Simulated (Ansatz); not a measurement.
Several occupations of a rock salt lattice at one composition, 4 Al, 3 Hf, 1 Zr; 8 N. Sites, in fractions of the cell -4.173 4.173 0.000; -4.173 0.000 4.173; 0.000 4.173 4.173 Å:

| cell | sites |
| --- | --- |
| all | N (0.25 0.25 0.25), N (0.25 0.25 0.75), N (0.25 0.75 0.25), N (0.25 0.75 0.75), N (0.75 0.25 0.25), N (0.75 0.25 0.75), N (0.75 0.75 0.25), N (0.75 0.75 0.75) |
| 1 | Al (0.00 0.50 0.00), Al (0.50 0.00 0.00), Al (0.50 0.50 0.00), Al (0.50 0.50 0.50), Hf (0.00 0.00 0.00), Hf (0.00 0.50 0.50), Hf (0.50 0.00 0.50), Zr (0.00 0.00 0.50) |
| 2 | Al (0.00 0.00 0.00), Al (0.00 0.00 0.50), Al (0.50 0.00 0.50), Al (0.50 0.50 0.50), Hf (0.00 0.50 0.00), Hf (0.00 0.50 0.50), Hf (0.50 0.00 0.00), Zr (0.50 0.50 0.00) |
| 3 | Al (0.00 0.00 0.00), Al (0.00 0.50 0.00), Al (0.00 0.50 0.50), Al (0.50 0.00 0.00), Hf (0.50 0.00 0.50), Hf (0.50 0.50 0.00), Hf (0.50 0.50 0.50), Zr (0.00 0.00 0.50) |

Each was relaxed without symmetry on coarser meshes and computed once more. Theory: DFT PBE, scalar-relativistic, plane waves, PAW in Ansatz.

Cutoff 420 eV; k points 7×7×7 on the computed 16-atom cell (Γ-centred); Gaussian smearing, width 0.10 eV; no spin polarisation.

Warren–Cowley parameters of the first shell of the sublattice with most elements (negative: unlike neighbours preferred):
```
cell Al-Hf Al-Zr Hf-Zr
   1   0.00   0.00  -0.33
   2  -0.22   0.00  -0.33
   3  -0.11  -0.33   0.11
```

Question: Which occupation is lowest in energy, and by how much?

Answer: Cell 1.
| cell | E − E(lowest) (meV/atom) | V (Å³/atom) |
| --- | --- | --- |
| 1 | 0.0 | 10.27 |
| 2 | 32.5 | 10.45 |
| 3 | 49.4 | 10.47 |

The final mesh leaves forces up to 0.24 eV/Å and stresses up to 0.2 GPa: the relaxation ran on a coarser mesh, so the cell's shape, its bonds and its energy belong partly to that mesh.

Spin–orbit coupling is left out, which can shift energies with elements as heavy as these.

Cost: 6 runs of about 43 core-minutes in all (earlier runs that led there not counted), on Arm Neoverse V1 (shared hosts).